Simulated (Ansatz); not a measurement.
AlAs:
```yaml
crystal:
  lattice:
    - [4.02257, 0.00000, 0.00000]
    - [-2.01128, 3.48365, 0.00000]
    - [0.00000, 0.00000, 9.00720]
  atoms:
    - { symbol: Al, position: [0.50000, 0.00000, 0.00000] }
    - { symbol: Al, position: [0.00000, 0.50000, 0.66667] }
    - { symbol: Al, position: [0.50000, 0.50000, 0.33333] }
    - { symbol: As, position: [0.50000, 0.00000, 0.50000] }
    - { symbol: As, position: [0.00000, 0.50000, 0.16667] }
    - { symbol: As, position: [0.50000, 0.50000, 0.83333] }
```

Relaxed with PBE. Special points in fractions of this cell's reciprocal vectors: Γ (0.000, 0.000, 0.000); M (0.500, 0.000, 0.000); K (0.333, 0.333, 0.000); A (0.000, 0.000, 0.500); L (0.500, 0.000, 0.500); H (0.333, 0.333, 0.500).

Problem. List the band energies nearest the valence-band maximum at these points for PBE (plane waves, PAW; program Ansatz).

Solution. In eV from the valence-band maximum; about four levels below and three above (degenerate sets whole), none deeper than 8.9 eV; points with the same levels are listed once.

```
k                          below           above
-  -----------------------------  --------------
Γ         -0.44 -0.44 -0.17 0.00  0.71 1.70 1.70
M        -2.43 -1.82 -1.64 -1.59  0.74 1.09 1.43
K  -3.49 -3.49 -2.15 -1.61 -1.61  0.72 2.31 2.31
A        -0.59 -0.47 -0.30 -0.30  1.47 2.06 2.06
L        -2.33 -2.12 -1.83 -1.45  1.51 1.52 2.19
H        -3.47 -3.47 -2.21 -1.32  2.29 3.08 3.08
```

Space group P6_222. The cell is a constructed one: a structure type filled with these elements; neither database checked (COD, Materials Project) lists it. It is not the phase usual at ambient conditions (space group No. 216). Symmetry was held in the PBE relaxation; its stability against distortions is not shown here. Scalar-relativistic: spin–orbit coupling is off unless named, which matters more the heavier the elements.

Potentials: the later of the program's two PAW sets.
